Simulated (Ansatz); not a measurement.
**Calculation log, Li (P6_3/mmc) (phonons)**

Computed with PBEsol, all-electron LAPW in Ansatz 0.2.0, scalar-relativistic; not a measurement.

The cell is the relaxed one with its volume scaled by 0.97.

The structure is one entry of a database and needn't be the stable phase.

Command:

```sh
ansatz run input.yaml --threads 1 --pin off --max-ram 3072MiB --backend cpu --events-out ev --progress --plain --runs-dir out
```

Input file:

```yaml
crystal:
  lattice:
    - [3.02485857019, 0.0, 0.0]
    - [-1.5124292851, 2.61960436463, 0.0]
    - [0.0, 0.0, 4.93824376879]
  atoms:
    - { symbol: Li, position: [0.333333333333, 0.666666666667, 0.25] }
    - { symbol: Li, position: [0.666666666667, 0.333333333333, 0.75] }
kpoints:
  mp_grid: { grid: [14, 14, 8] }
scf:
  occupations: { method: fermi_dirac, width: 0.05 }
hamiltonian:
  xc: pbesol
  pseudopotentials: { kind: all_electron, lapw: { basis_error: 0.0005 } }
phonons:
  qmesh: [2, 2, 2]
  qpath:
    path:
      - [0.0, 0.0, 0.0]
      - [0.5, 0.0, 0.0]
      - [0.3333333333, 0.3333333333, 0.0]
      - [0.0, 0.0, 0.0]
      - [0.0, 0.0, 0.5]
      - [0.5, 0.0, 0.5]
      - [0.3333333333, 0.3333333333, 0.5]
      - [0.0, 0.0, 0.5]
      - [0.5, 0.0, 0.5]
    npoints: 6
  temperatures: { t_min: 0, t_max: 1000, t_step: 100 }
```

The program printed:

```
Warning: RAYON_NUM_THREADS=1 ignored (pool sized by the plan → 1); use --threads N
LAPW: plane waves up to 4.780 Å⁻¹, error target 5.0e-4 eV per atom; small_component_spin mean_spin; Li in spheres of 1.467 Å, 3 of its electrons in bands, Dirac shells [] (how accurate: ...
Engine: ansatz 0.2.0, aarch64-unknown-linux-gnu
Pseudopotentials: kind: all_electron
Pseudopotential: Li, LAPW, valence charge 3, lapw/all_electron/scalar/gaussian/Li, Koelling and Harmon's equation, gaussian nucleus
Functional definition: PBEsol
  exchange = pbesol_x
  correlation = pbesol_c
Crystal: 8 atoms, lattice volume = 156.521 Å³
Basis set: ecut = 87.0526808452767 eV, 281 PW (Γ), FFT grids on a1, a1+a2, a3, exchange–correlation at level 2
Bands: 28, of which v1, the nominal top of the filled ones, is band 12 counted from 1 (11 counted from 0)
Symmetry: 32 space group operations
k-points: 96 of 392
Non-local potential: Li, projectors of the file, none
Initial density: superposition of atomic densities (chi_scale 0.1, normalization cell)
Initial wavefunctions: plane waves of lowest kinetic energy (no species holds an atomic orbital)
Functional: x = pbesol(κ = 0.804, μ = 0.12345679012345678), c = pbesol(β = 0.046)
iter 1 solved again at ethr=2.65e-5 eV; its pass at ethr=1.00e-1 eV (dr2=6.35e-3 eV) is discarded
SCF iter   1: F=—  HF=-1624.029795 eV  |F-HF|=—  |Δ(HF+E_count)|=         —  Δρ=1.93e-3  dr2=6.28e-3  ethr=2.65e-5  ⟨swp⟩=5.5  Hψ=21825  notcnv=0
preconditioner: auto → Kerker (q_TF=auto, 1.996 Å⁻¹)  [metal: Δε(μ)=0.027 eV  Ē_g=6.349 eV  σ=0.050 eV  W_gap=0.13  n_scr=16 (ndim 8)  ℏωp=8.4 eV  f_vac=0.000  D(μ)=3.94/eV (n_scr^D=18)]
SCF iter   2: F=—  HF=-1624.021351 eV  |F-HF|=—  |Δ(HF+E_count)|=   8.44e-3  Δρ=1.23e-3  dr2=2.77e-3  ethr=2.62e-5  ⟨swp⟩=2.0  Hψ=7330  notcnv=0
iter 3 solved again at ethr=1.10e-6 eV; its pass at ethr=1.15e-5 eV (dr2=2.65e-4 eV) is discarded
SCF iter   3: F=—  HF=-1624.019527 eV  |F-HF|=—  |Δ(HF+E_count)|=   1.82e-3  Δρ=3.44e-4  dr2=2.65e-4  ethr=1.10e-6  ⟨swp⟩=2.0  Hψ=11826  notcnv=0
SCF iter   4: F=—  HF=-1624.019578 eV  |F-HF|=—  |Δ(HF+E_count)|=   5.09e-5  Δρ=7.90e-5  dr2=1.48e-5  ethr=1.10e-6  ⟨swp⟩=2.0  Hψ=7330  notcnv=0
SCF iter   5: F=—  HF=-1624.019581 eV  |F-HF|=—  |Δ(HF+E_count)|=   2.62e-6  Δρ=6.16e-6  dr2=4.88e-8  ethr=6.15e-8  ⟨swp⟩=2.0  Hψ=7330  notcnv=0
SCF iter   6: F=—  HF=-1624.019581 eV  |F-HF|=—  |Δ(HF+E_count)|=   2.16e-8  Δρ=1.02e-6  dr2=1.87e-9  ethr=2.03e-10  ⟨swp⟩=2.1  Hψ=7352  notcnv=0
SCF iter   7: F=-1624.019581 eV  HF=-1624.019581 eV  |F-HF|=5.57e-11  |Δ(HF+E_count)|=  5.82e-10  Δρ=1.85e-7  dr2=5.56e-11  ethr=7.80e-12  ⟨swp⟩=2.1  Hψ=7341  notcnv=0
SCF 1 converged in 7 iterations: F = -1624.019581 eV  dr2 = 5.56e-11
Symmetry: 2 space group operations
k-points: 150 of 392 (time reversal used)
Initial density: handed on by an earlier stage of this run
Initial wavefunctions: plane waves of lowest kinetic energy (no species holds an atomic orbital; no wavefunctions were taken with the density)
iter 1 solved again at ethr=8.07e-9 eV; its pass at ethr=1.00e-1 eV (dr2=1.94e-6 eV) is discarded
[... 10 lines left out ...]
SCF iter   2: F=—  HF=-1624.019531 eV  |F-HF|=—  |Δ(HF+E_count)|=   3.61e-5  Δρ=8.99e-5  dr2=1.34e-4  ethr=1.72e-6  ⟨swp⟩=2.0  Hψ=9219  notcnv=0
iter 3 solved again at ethr=9.55e-9 eV; its pass at ethr=5.60e-7 eV (dr2=2.29e-6 eV) is discarded
SCF iter   3: F=—  HF=-1624.019510 eV  |F-HF|=—  |Δ(HF+E_count)|=   2.03e-5  Δρ=1.68e-5  dr2=2.28e-6  ethr=9.55e-9  ⟨swp⟩=2.0  Hψ=14847  notcnv=0
SCF iter   4: F=—  HF=-1624.019510 eV  |F-HF|=—  |Δ(HF+E_count)|=   5.97e-7  Δρ=3.39e-6  dr2=8.32e-8  ethr=9.50e-9  ⟨swp⟩=2.0  Hψ=9219  notcnv=0
SCF iter   5: F=-1624.019510 eV  HF=-1624.019510 eV  |F-HF|=2.85e-10  |Δ(HF+E_count)|=   2.18e-8  Δρ=3.59e-7  dr2=5.58e-10  ethr=3.47e-10  ⟨swp⟩=2.2  Hψ=9263  notcnv=0
SCF 3 converged in 5 iterations: F = -1624.019510 eV  dr2 = 5.58e-10
iter 1 solved again at ethr=1.72e-6 eV; its pass at ethr=1.00e-1 eV (dr2=4.13e-4 eV) is discarded
SCF iter   1: F=—  HF=-1624.019567 eV  |F-HF|=—  |Δ(HF+E_count)|=         —  Δρ=1.47e-4  dr2=4.13e-4  ethr=1.72e-6  ⟨swp⟩=7.3  Hψ=30463  notcnv=0
SCF iter   2: F=—  HF=-1624.019531 eV  |F-HF|=—  |Δ(HF+E_count)|=   3.61e-5  Δρ=8.99e-5  dr2=1.34e-4  ethr=1.72e-6  ⟨swp⟩=2.0  Hψ=9219  notcnv=0
iter 3 solved again at ethr=9.56e-9 eV; its pass at ethr=5.60e-7 eV (dr2=2.29e-6 eV) is discarded
SCF iter   3: F=—  HF=-1624.019510 eV  |F-HF|=—  |Δ(HF+E_count)|=   2.03e-5  Δρ=1.68e-5  dr2=2.28e-6  ethr=9.56e-9  ⟨swp⟩=2.0  Hψ=14846  notcnv=0
SCF iter   4: F=—  HF=-1624.019510 eV  |F-HF|=—  |Δ(HF+E_count)|=   5.98e-7  Δρ=3.39e-6  dr2=8.31e-8  ethr=9.50e-9  ⟨swp⟩=2.0  Hψ=9219  notcnv=0
SCF iter   5: F=-1624.019510 eV  HF=-1624.019510 eV  |F-HF|=2.96e-10  |Δ(HF+E_count)|=   2.18e-8  Δρ=3.57e-7  dr2=5.49e-10  ethr=3.46e-10  ⟨swp⟩=2.2  Hψ=9261  notcnv=0
SCF 4 converged in 5 iterations: F = -1624.019510 eV  dr2 = 5.49e-10
SCF converged after 7 iterations
Free energy (F): -1624.019581 eV
Harris-Foulkes:  -1624.019581 eV  (|F-HF|=5.57e-11)
Internal energy: -1623.987631 eV  (E = F + TS)
E sigma→0 (E₀):  -1624.003606 eV
Entropy (-TS):   -0.031950 eV (-3.994 meV/atom)
Fermi energy:    0.991639 eV
--- Per-component energies (eV) ---
  E_band       = -720.820739
  E_kinetic    = 1610.406509
  E_xc         = -391.456224
  E_electrostatic = -2842.937916  (all electrons and nuclei)
  E_smearing   = -0.031950  (= −TS)
  E_closure    = 0.000000  (closes the sum)
  Σ components = -1624.019581   (vs F -1624.019581, Δ=0.00e0)
  Basis errors (estimates in eV, not in F): energy 1.7e-4 per atom: plane waves 1.7e-4 (8.4e-5 summed), levels above the bands 1.0e-64, relativity 6.5e-10, radial functions 9.9e-7, core shells 0.0e0; eigenvalues (radial functions ...
--- Forces (eV/Å), atoms counted from 1 ---
  atom   1  Li     0.00000000    -0.00000000    -0.00000000
  atom   2  Li    -0.00000000     0.00000000     0.00000000
  atom   3  Li     0.00000000    -0.00000000     0.00000000
  atom   4  Li    -0.00000000     0.00000000     0.00000000
  atom   5  Li     0.00000000    -0.00000000     0.00000000
  atom   6  Li    -0.00000000     0.00000000     0.00000000
  atom   7  Li     0.00000000    -0.00000000     0.00000000
  atom   8  Li    -0.00000000     0.00000000    -0.00000000
  max |Σ_I F_I| component: 1.63e-19 eV/Å
--- Phonons: 3 displaced members + reference (amplitude 0.01 Å, Σ member SCF iterations 14) ---
  symmetry images taken by strict's conditions (phonons.symmetry_images: auto; settled by no image being taken that strict refuses)
  ASR residual: 6.050e-6 → 0.000e0 eV/Å²; symmetrization residual: 1.258e-5 eV/Å²
  largest component of a force at the reference: 4.3e-9 eV/Å
  ASR residual per site (eV/Å²): 6.05e-6 6.05e-6
  Γ frequencies (cm⁻¹): 0.00 0.00 0.00 125.17 125.17 332.11
--- Phonons (by wavevector): 4 wavevectors in 1 supercell ---
  supercell 1 (4 cells, vectors [1, 0, 0], [0, 2, 0], [0, 0, 2] in multiples of the cell's): 3 displaced members by 0.01 Å; free energy -1624.019581 eV; taken off its force constants: by the sum rule 6.1e-6, by the symmetrisation ...
  q = [0.0000, 0.0000, 0.0000] (star 1, supercell 1; hermiticity 3.84e-17, symmetrization 2.18e-5): -0.00 0.00 0.00 125.17 125.17 332.11
  q = [0.0000, 0.0000, -0.5000] (star 1, supercell 1; hermiticity 1.19e-16, symmetrization 2.69e-5): 86.31 86.31 86.31 86.31 237.40 237.40
  q = [0.0000, -0.5000, 0.0000] (star 3, supercell 1; hermiticity 2.11e-16, symmetrization 3.48e-16): 128.97 187.09 248.18 308.30 319.13 329.68
  q = [0.0000, -0.5000, -0.5000] (star 3, supercell 1; hermiticity 1.85e-16, symmetrization 3.26e-16): 179.47 179.47 187.17 187.17 342.10 342.10
  joined force constants: q→R imaginary residual 1.60e-17
  density of states and harmonic sums: on the 24×24×14 q-mesh, interpolated from the force constants of a 2×2×2 supercell (no non-analytic term)
  largest difference from the sums on the solved wave vectors: F 4.30e-2 eV, S 7.53e-5 and C_V 3.23e-5 eV/K
```

The run converged.

**Harmonic thermodynamics**

Harmonic phonons of a crystal by Kohn-Sham DFT at the given cell, standard atomic masses, acoustic sum rule imposed; negative wavenumbers are unstable modes; sums over wave vectors interpolated from the q mesh.

```
Zero point energy : 41.37 meV/atom
```

```csv
temperature (K),phonon heat capacity (k_B/atom),phonon entropy (k_B/atom),phonon free energy (meV/atom)
100,1.426,0.7649,39.33
200,2.404,2.122,26.7
300,2.708,3.165,3.71
400,2.83,3.963,-27.14
500,2.889,4.601,-64.13
600,2.922,5.131,-106.1
700,2.942,5.583,-152.3
800,2.956,5.977,-202.2
900,2.965,6.326,-255.2
1000,2.972,6.638,-311.1
```

**Phonons on the q mesh**

One row a degenerate set, branches counted upwards.

```json
{"Unstable phonons": "no"}
```

```
point  q a (r.l.u.)  q b (r.l.u.)  q c (r.l.u.)  branch  phonon wavenumber (cm⁻¹)  degeneracy
Gamma             0             0             0       4                     125.2           2
Gamma             0             0             0       6                     332.1           1
    M           0.5             0             0       1                       129           1
    M           0.5             0             0       2                     187.1           1
    M           0.5             0             0       3                     248.2           1
    M           0.5             0             0       4                     308.3           1
    M           0.5             0             0       5                     319.1           1
    M           0.5             0             0       6                     329.7           1
    A             0             0           0.5       1                      86.3           4
    A             0             0           0.5       5                     237.4           2
    L           0.5             0           0.5       1                     179.5           2
    L           0.5             0           0.5       3                     187.2           2
    L           0.5             0           0.5       5                     342.1           2
```

**Zone-centre phonons**

Optical zone-centre levels upwards with Mulliken labels, activity, and the element with most of the kinetic energy.

- Point group: 6/mmm

```
number  phonon wavenumber (cm⁻¹)  label  infrared  raman  lead element
     1                     125.2    E2g        no    yes            Li
     2                     332.1    B1g        no     no            Li
```

Known limits: responses of metals move with mesh and smearing; cell scaled away from its relaxed volume; coarse q mesh; activity by symmetry alone, a metal screens infrared modes.

Cost: 2.5 min on 1 thread of Arm Neoverse V1, on a shared host, peak memory 0.57 GiB.
